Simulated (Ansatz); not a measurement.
HfIN:
```
CELL_PARAMETERS angstrom
      1.84621     1.06591    10.60460
     -1.84621     1.06591    10.60460
      0.00000    -2.13182    10.60460
ATOMIC_POSITIONS crystal
  Hf 0.79364 0.79364 0.79364
  Hf 0.20636 0.20636 0.20636
  I  0.39126 0.39126 0.39126
  I  0.60874 0.60874 0.60874
  N  0.13949 0.13949 0.13949
  N  0.86051 0.86051 0.86051
```

Relaxed with r²SCAN+D4.

Question: Give the Bader charges and basin volumes of the independent atoms, DFT-r²SCAN+D4 in the program Ansatz with PAW potentials.

Answer: 

```csv
atom,Bader charge (e),Bader volume (Å³)
Hf1,+2.34,11.7
I3,-0.59,37.2
N5,-1.76,13.8
```

Space group R-3m. The workflow started from a Materials Project entry (that database holds measured and hypothetical structures alike); the Crystallography Open Database copy checked does not list it. Its standing as an ambient phase is unchecked. The r²SCAN+D4 relaxation kept the symmetry of its start; its stability against distortions is not shown here. No spin polarisation was allowed. Spin–orbit coupling is left out wherever it is not named.

Potentials: the later of the program's two PAW sets.
